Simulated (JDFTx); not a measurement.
System: Ru(1 0 -1 0) (P6_3/mmc bulk; lattice of mp-33, not re-optimised at this level), 1x1 cell of 6 atoms in 6 planes, area 11.56 Å² a face, 5.3 Å between the outermost planes in a cell 21.5 Å high; k mesh 8×6×1, Fermi width 0.01 Ha, no spin polarisation.

Level of theory: PBE, GBRV ultrasoft potentials, plane waves to 20/100 Ha; code: a modified build of JDFTx. Liquid: CANDLE, acetonitrile, 1 M NaCl. The neutral cell holds 96 valence electrons and has two faces of 11.557 Å² each. Last filling lines of the neutral and of a charged run (μ in hartree, zero in the bulk liquid):

```
FillingsUpdate:  mu: -0.168570402  nElectrons: 96.000000
FillingsUpdate:  mu: -0.179704000  nElectrons: 95.951243
```

A calculation by hand: both potentials, by the convention U = −μ/e − 4.44 V vs SHE, the surface charge density and the mean capacitance.

U_pzc = 0.16857 × 27.2114 − 4.44 = 0.15 V; U = 0.17970 × 27.2114 − 4.44 = 0.45 V. The cell has -0.0488 excess electrons, a net charge of 0.0488 e, shared by two faces: σ = 0.0488 e / (2 × 11.557 Å²) = 0.00211 e/Å² = 3.4 μC/cm² (1 e/Å² = 1602.18 μC/cm²). C = σ/(U − U_pzc) = 3.4/0.30 ≈ 11 μF/cm². In this non-aqueous liquid the SHE scale is nominal.
